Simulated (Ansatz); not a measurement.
A geometry of TiAl$_{3}$ away from equilibrium: step 2 of the relaxation of a relaxed TiAl3 cell displaced along its unstable phonon at q = (½, 0, 0) of its primitive reciprocal cell (137i cm⁻¹), largest move 0.15 Å. Calculation: PBEsol (plane waves to 420 eV, PAW, scalar-relativistic; Ansatz, a quantum-chemistry and plane-wave program). Γ-centred k-mesh 5×5×11 on the run's cell (coarser than for final values), Fermi–Dirac smearing 0.05 eV.

```xyz
16
Lattice="14.9137 0.0088 0.0000 -3.7246 6.4512 0.0000 0.0000 0.0000 2.8689" Properties=species:S:1:pos:R:3:forces:R:3 pbc="T T T" free_energy=-16189.439 pressure_GPa=0.0
Al     2.5168    -0.0851    -0.0548    0.2795    0.0051   -0.0037
Al     9.6665     0.0958     0.0668   -0.2479    0.0712    0.1000
Al     1.1840     1.8679     1.3676   -0.0623   -0.2503   -0.1000
Al     8.6416     2.2266     1.4892    0.1442    0.2395    0.0037
Al    13.7836     2.0785    -0.0413    0.1553    0.0809   -0.1659
Al     6.2294     2.0178     0.0413   -0.1478   -0.0941    0.1659
Al     5.2471    -0.0870     1.5012    0.2479   -0.0712    0.1000
Al    12.3968     0.0938     1.3797   -0.2795   -0.0051   -0.0037
Al     2.5475     4.2334     0.0548   -0.1442   -0.2395    0.0037
Al    10.0051     4.5920    -0.0668    0.0623    0.2503   -0.1000
Al    12.3190     4.3903     1.3931   -0.1553   -0.0809   -0.1659
Al     4.9596     4.4421     1.4758    0.1478    0.0941    0.1659
Ti     0.0303     4.2466     1.0535   -0.0270    0.0404    0.5971
Ti     7.4250     4.3586     0.3810    0.0215   -0.0436   -0.5971
Ti     3.7640     2.1014     1.8154   -0.0215    0.0436   -0.5971
Ti    11.1587     2.2134     2.4879    0.0270   -0.0404    0.5971
```

Positions in Å, forces in eV/Å, free energy of the cell in eV (comparable only within this code, potentials and settings). Largest force: 0.60 eV/Å, on Ti13, Ti14, Ti15, Ti16 (atoms numbered as listed); the geometry lies 0.18 eV/atom above the end of its relaxation.

No spin polarisation in the result.

The run could not lose the symmetry of its start: the end is stationary, and may be a saddle point rather than a minimum.

The end of the path is a generated cell of TiAl3: the first start was made by placing the elements on the sites of a structure type, and the end was not matched to a known phase here, so it may be hypothetical. Known forms of TiAl3 include space group No. 139.
